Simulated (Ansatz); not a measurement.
## From the elastic tensor of TaCd3 to moduli and sound speeds

The calculation used DFT PBE, scalar-relativistic, plane waves, PAW in Ansatz. Settings: 420 eV plane-wave cutoff, Γ-centred 10×10×10 mesh, Fermi-Dirac smearing of 0.15 eV. No spin polarisation.

It takes space group Pm-3m (No. 221, cubic). Conventional cell: a = 4.299 Å, b = 4.299 Å, c = 4.299 Å, α = 90.00°, β = 90.00°, γ = 90.00°. Ta (site symmetry m-3m) is surrounded by 12 Cd at 3.04 Å. Cd (site symmetry 4/mmm) has 4 Ta at 3.04 Å and 8 Cd at 3.04 Å as nearest neighbours.

The cell was built by swapping an element in a database structure (itself possibly hypothetical) and relaxing; it need not be the stable form of this composition. In a metal, frequencies and elastic constants depend on the k mesh and the smearing, soft modes and shear constants most. Spin–orbit coupling is left out, which can shift energies with elements as heavy as these.

Relaxed-ion constants (GPa, on the Cartesian axes of the calculation):
C11 = 140.9, C12 = 77.6, C13 = 77.6, C22 = 140.9, C23 = 77.6, C33 = 140.9, C44 = 60.8, C55 = 60.8, C66 = 60.8 GPa; the others vanish.

Density 10.831 g/cm³; 4 atoms in 79.45 Å³.

The values that follow are for a polycrystal of randomly turned grains, by Hill's mean where one number stands.

With S = C⁻¹: B_V = (C11+C22+C33+2(C12+C13+C23))/9, G_V = (C11+C22+C33−C12−C13−C23+3(C44+C55+C66))/15, 1/B_R = S11+S22+S33+2(S12+S13+S23), 15/G_R = 4(S11+S22+S33−S12−S13−S23)+3(S44+S55+S66); Hill is their mean. Then v_l = √((B+4G/3)/ρ), v_t = √(G/ρ), v_m = [(2/v_t³+1/v_l³)/3]^(−1/3) and Θ = (ħ/k_B)·v_m·(6π²n/V)^(1/3) for n atoms in the volume V; E = 9BG/(3B+G), ν = (3B−2G)/(2(3B+G)) and A^U = 5G_V/G_R + B_V/B_R − 6.

- Bulk modulus, Voigt / Reuss / Hill: 98.7 / 98.7 / 98.7 GPa
- Shear modulus, Voigt / Reuss / Hill: 49.2 / 44.4 / 46.8 GPa
- Young's modulus: 121 GPa
- Poisson ratio: 0.295
- Pugh ratio B/G: 2.11 (over 1.75, the rule of thumb for ductile)
- Universal anisotropy index: 0.53
- Longitudinal and transverse sound speeds: 3857 and 2079 m/s
- Debye temperature from the mean sound speed: 255 K